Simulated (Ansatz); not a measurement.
## Ansatz 0.2.0, relaxation: LuSi₂Ru₂

input.yaml:

```yaml
crystal:
  lattice:
    - [0.0, 4.058409, 0.0]
    - [4.058409, 0.0, 0.0]
    - [2.029205, 2.029205, -4.980545]
  atoms:
    - { symbol: Si, position: [0.362, 0.362, 0.276] }
    - { symbol: Si, position: [0.638, 0.638, 0.724] }
    - { symbol: Lu, position: [0.0, 0.0, 0.0] }
    - { symbol: Ru, position: [0.75, 0.25, 0.5] }
    - { symbol: Ru, position: [0.25, 0.75, 0.5] }
  symmetry: { tolerance: 0.0003 }
kpoints:
  mp_grid: { grid: [5, 5, 5], shift: [0, 0, 0] }
magnetization:
  spin_polarized: false
scf:
  occupations: { method: fermi_dirac }
hamiltonian:
  pseudopotentials: { kind: paw }
  xc: pbesol
basis:
  ecutwfc: 500
output:
  forces: true
  stress: true
  eigenvalues: true
relax:
  max_steps: 40
  cell: {}
```

Launch command:

```bash
ansatz run input.yaml --threads 1 --pin off --max-ram 2560MiB --backend cpu --events-out ev --progress --plain --runs-dir out
```

Origin of the cell: a known structure type with other elements, at an estimated volume, so it need not be a known compound.

The smearing width isn't typed, so it takes its default of 0.1 eV.

Output (shortened):

```
Pseudopotentials: kind: paw
Pseudopotential: Si, paw, valence charge 4, recommended cutoff 420 eV (normal), Si.paw.azcp
Pseudopotential: Lu, paw, valence charge 25, recommended cutoff 420 eV (normal), Lu.paw.azcp
Pseudopotential: Ru, paw, valence charge 16, recommended cutoff 420 eV (normal), Ru.paw.azcp
Functional definition: PBEsol
  exchange = pbesol_x
  correlation = pbesol_c
Crystal: 5 atoms, lattice volume = 82.033 Å³
Basis set: ecut = 500 eV, 2131 PW (Γ), exchange–correlation on 60×60×90 points (8 copies of the dense FFT grid, shifted against one another)
Bands: 39, of which v1, the nominal top of the filled ones, is band 33 counted from 1 (32 counted from 0)
Symmetry: 16 space group operations
Space group: I4/mmm (ITA 139), of the structure as read, at distance tolerance 1.3e-3 Å
k-points: 18 of 125
[… 8 lines left out …]
Initial density: superposition of atomic densities (neutral atoms: chi_scale 0, normalization atom), corrected by the library's trained network
Functional: x = pbesol(κ = 0.804, μ = 0.123457), c = pbesol(β = 0.046)
SCF iter   1: F=—  HF=-27491.694200 eV  Δρ=7.18e-3  dr2=5.42e-2
SCF iter   2: F=—  HF=-27491.684876 eV  Δρ=3.18e-3  dr2=1.17e-2
SCF iter   3: F=—  HF=-27491.683355 eV  Δρ=1.01e-3  dr2=1.06e-3
SCF iter   4: F=—  HF=-27491.682818 eV  Δρ=6.03e-4  dr2=3.87e-4
SCF iter   5: F=—  HF=-27491.682696 eV  Δρ=2.31e-4  dr2=6.79e-5
SCF iter   6: F=—  HF=-27491.682688 eV  Δρ=6.77e-5  dr2=4.17e-6
SCF iter   7: F=—  HF=-27491.682687 eV  Δρ=1.40e-5  dr2=1.49e-7
SCF iter   8: F=-27491.682687 eV  HF=-27491.682687 eV  Δρ=4.89e-6  dr2=2.79e-8
relax step   1: F+E_penalty+E_count = -27491.682687 eV  Δ(F+E_penalty+E_count) = +0.000e0 eV  max|allowed force component| = 1.331e0 eV/Å  Δτ_max = 0.0000 Å  P = -0.170 GPa  Ω = 82.033 Å³  (8 […]
relax step   2: F+E_penalty+E_count = -27491.954347 eV  Δ(F+E_penalty+E_count) = -2.717e-1 eV  max|allowed force component| = 3.718e-1 eV/Å  Δτ_max = 0.0796 Å  P = +1.869 GPa  Ω = 78.879 Å³ […]
relax step   3: F+E_penalty+E_count = -27491.964480 eV  Δ(F+E_penalty+E_count) = -1.013e-2 eV  max|allowed force component| = 1.331e-1 eV/Å  Δτ_max = 0.0160 Å  P = -0.788 GPa  Ω = 79.645 Å³ […]
relax step   4: F+E_penalty+E_count = -27491.966268 eV  Δ(F+E_penalty+E_count) = -1.788e-3 eV  max|allowed force component| = 2.788e-3 eV/Å  Δτ_max = 0.0036 Å  P = +0.002 GPa  Ω = 79.383 Å³ […]
relax step   5: F+E_penalty+E_count = -27491.966098 eV  Δ(F+E_penalty+E_count) = +1.698e-4 eV  max|allowed force component| = 2.777e-3 eV/Å  Δτ_max = 0.0000 Å  P = +0.002 GPa  Ω = 79.383 Å³  stress off target by 8.17e-3 GPa […]
SCF 5 converged in 6 iterations: F = -27491.966098 eV  dr2 = 2.93e-11
basis re-selected at this cell: Δ(F+E_penalty+E_count) = +1.698e-4 eV, ΔP = -0.001 GPa vs the last step (what re-selecting the basis moved, of the pressure what is left beyond the Pulay corre […]
SCF converged after 6 iterations
Free energy (F): -27491.966098 eV
Harris-Foulkes:  -27491.966098 eV  (|F-HF|=7.28e-12)
Internal energy: -27491.888338 eV  (E = F + TS)
E sigma→0 (E₀):  -27491.927218 eV
Entropy (-TS):   -0.077760 eV (-15.552 meV/atom)
Fermi energy:    16.358272 eV
--- Per-component energies (eV) ---
  E_band       = -158.573513
  E_kinetic    = 1542.092948
  E_local      = -10319.539470  (includes V_loc(G=0)·N_el)
  E_nonlocal   = 1324.607737
  E_hartree    = 4116.128728
  E_xc         = -710.840239
  E_vxc        = -836.422870  (∫ρ·V_xc dr)
  E_paw        = -15053.194607  (= ΣΔE_a)
  E_vpaw       = -101.569285  (= ΣTr[D̂ρ^β])
  E_aug_tail   = 0.000202  (compensation charges beyond the density's cutoff)
  E_ewald      = -8392.905518
  E_core_change = 1.761881  (= ΣΔE_core)
  E_smearing   = -0.077760  (= −TS)
  Σ components = -27491.966098   (vs F -27491.966098, Δ=0.00e0)
--- Forces (eV/Å), atoms counted from 1 ---
  atom   1  Si     0.000000     0.000000    -0.002777
  atom   2  Si    -0.000000    -0.000000     0.002777
  atom   3  Lu    -0.000000    -0.000000     0.000000
  atom   4  Ru    -0.000000     0.000000     0.000000
  atom   5  Ru     0.000000    -0.000000    -0.000000
  max |Σ_I F_I| component: 1.39e-17 eV/Å
--- Stress (GPa, compression-positive) ---
       -0.001738       0.000000      -0.000000
        0.000000      -0.001738      -0.000000
       -0.000000      -0.000000       0.008174
  P = ⅓ Tr σ = 0.0016 GPa (0.016 kbar)
--- Relaxed structure (4 steps of the walk, 4 accepted, 1 SCFs on fresh bases) ---
  F+E_penalty+E_count = -27491.966098 eV   max|allowed force component| = 2.777e-3 eV/Å   (the final SCF, on the basis selected at the relaxed cell)
  cell:  # Å, volume = 79.3832 Å³
    - [-5.171e-15, 4.103866, 2.059e-7]
    - [4.103866, -5.171e-15, 2.059e-7]
    - [2.051933, 2.051933, -4.713487]
  atoms:
    - { symbol: Si, position: [0.371237, 0.371237, 0.257526] }
    - { symbol: Si, position: [0.628763, 0.628763, 0.742474] }
    - { symbol: Lu, position: [0.0, 0.0, 1.567e-19] }
    - { symbol: Ru, position: [0.750000, 0.250000, 0.500000] }
    - { symbol: Ru, position: [0.250000, 0.750000, 0.500000] }
```

Caveats: no moments, though an odd count or open d shells may carry them; no spin-orbit coupling, though heavy elements are present; the k mesh is coarse if the cell is a metal; the relaxation held the start's symmetry, so the end may be a saddle point.

The run took 13 s on 1 thread of Intel(R) Xeon(R) 6975P-C (Granite Rapids), on a shared host, peak memory 0.46 GiB, from the program's own first density.
